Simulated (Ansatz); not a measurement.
Computed with DFT PBE, scalar-relativistic, plane waves, PAW in Ansatz 0.2.0. All cells share a 420 eV cutoff and Γ-centred k meshes spaced at most about 0.3 Å⁻¹ (about 0.25 or finer for metals, 2π included). No spin polarisation in the final relaxations.

These are static total energies at zero pressure. All come from trial cells, and lower structures may exist.

Question: Which of these relaxed structures of Al₄Cu is the lowest in energy?
A. Space group P-6m2 (No. 187), hexagonal, a = 2.824 Å, c = 22.431 Å. Al on a site of symmetry 3m has 12 Al at 2.82–2.90 Å; Al on a second site of symmetry 3m is surrounded by 3 Cu at 2.62 Å and 9 Al at 2.82–2.88 Å; Al on a site of symmetry -6m2 has 6 Cu at 2.59 Å and 6 Al at 2.82 Å; Cu is surrounded by 6 Al at 2.59–2.62 Å and 6 Cu at 2.82 Å; 2 more sites not described.
B. Space group I4/m (No. 87), tetragonal, a = 6.222 Å, c = 3.988 Å. Around Al lie 9 Al at 2.75–2.83 Å and 3 Cu at 2.75–2.80 Å; Cu has 12 Al at 2.75–2.80 Å.
C. Space group I4/mmm (No. 139), tetragonal, a = 2.833 Å, c = 19.113 Å. Around Al on its first site lie 4 Cu at 2.62 Å, 8 Al at 2.83–2.88 Å and 1 Al at 3.37 Å; Al on its second site is surrounded by 12 Al at 2.83–2.88 Å; around Cu lie 8 Al at 2.62 Å and 4 Cu at 2.83 Å.

Answer: C. It has Al and Cu ordered on fcc sites, space group I4/mmm (No. 139); the next, B, with Al and Cu ordered on fcc sites, space group I4/m (No. 87), lies 36 meV/atom higher. Counting all near atoms (those within 1.25 times the shortest distance at each site), the lowest and the next both have Al 12, Cu 12.

Cells relaxed within their symmetry can be saddle points. Some types were kept out of the candidates beforehand, so the set may lack a known form.
